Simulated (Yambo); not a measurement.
BSE-type run in Yambo on AgI (space group P6_3mc, No. 186), at zero momentum.

Quantum ESPRESSO step (PBEsol, PseudoDojo standard norm-conserving files, scalar-relativistic):
```
&CONTROL
  calculation = 'nscf'
  pseudo_dir = './pseudo'
  outdir = './out'
/
&SYSTEM
  ibrav = 0
  nat = 8
  ntyp = 2
  ecutwfc = 82.0
  ecutrho = 328.0
  occupations = 'fixed'
  force_symmorphic = .true.
  nbnd = 155
/
&ELECTRONS
  conv_thr = 8e-09
  diago_full_acc = .true.
  diago_thr_init = 1e-08
/
ATOMIC_SPECIES
Ag 107.8682 Ag.upf
I 126.9045 I.upf
CELL_PARAMETERS angstrom
  4.432906602028   0.000000000000   0.000000000000
 -2.216453301014   3.839009729960   0.000000000000
  0.000000000000   0.000000000000  14.586774375000
ATOMIC_POSITIONS crystal
Ag   0.000000000000   0.000000000000   0.321329589600
Ag   0.000000000000   0.000000000000   0.821329589600
Ag   0.666666666667   0.333333333333   0.428928249400
Ag   0.333333333333   0.666666666667   0.928928249400
I   0.000000000000   0.000000000000   0.018318310800
I   0.000000000000   0.000000000000   0.518318310800
I   0.666666666667   0.333333333333   0.231423850200
I   0.333333333333   0.666666666667   0.731423850200
K_POINTS automatic
6 6 1 0 0 0
```

Yambo input:
```
rim_cut
optics
bse
bss
dipoles
em1s
RandQpts= 1000000
RandGvec= 1 Ry
FFTGvecs= 40 Ry
Chimod= "HARTREE"
BSKmod= "SEX"
BSEmod= "resonant"
BSSmod= "hs"
BSENGexx= 15 Ry
BSENGBlk= 3 Ry
% KfnQP_E
 1.15 | 1.0 | 1.0 |
%
% BSEQptR
 1 | 1 |
%
% BSEBands
 22 | 60 |
%
% BEnRange
 0.0 | 8.2 | eV
%
% BDmRange
 0.15 | 0.15 | eV
%
BEnSteps= 164
% BLongDir
 1.0 | 0.0 | 0.0 |
%
BSHayTrs= -0.02
BSSNEig= 24
WRbsWF
% BndsRnXs
 17 | 150 |
%
NGsBlkXs= 3 Ry
% LongDrXs
 1.0 | 1.0 | 1.0 |
%
```

From the report:

The dimension is k points × valence × conduction bands = 36 × 31 × 8 = 8928.
```
   [SLEPC] Approach                          : Krylov-Schur
   [SLEPC] Number of requested eigenvalues   :  24
   [SLEPC] Number of eigenvalues        [NEV]:  24
    [K] Dimension                                    :   8928
    [K] Bands                                        :   22   60
    [K] Exchange res                                 : yes
    [K] Correlation res                              : yes
    [K] W interaction is bare                        : no
    [K] RL vectors exchange                          :  1631
    [K] RL vectors correlation                       :  141
    [W] Matrix size                                  :  141
    [W] Bands                                        :   17  150
    [W] Coulomb Cutoff                               : none
    [W] Hxc Kernel                                   : HARTREE
```

Spin-orbit coupling is not included.

Geometry relaxed with PBE+D3(BJ).
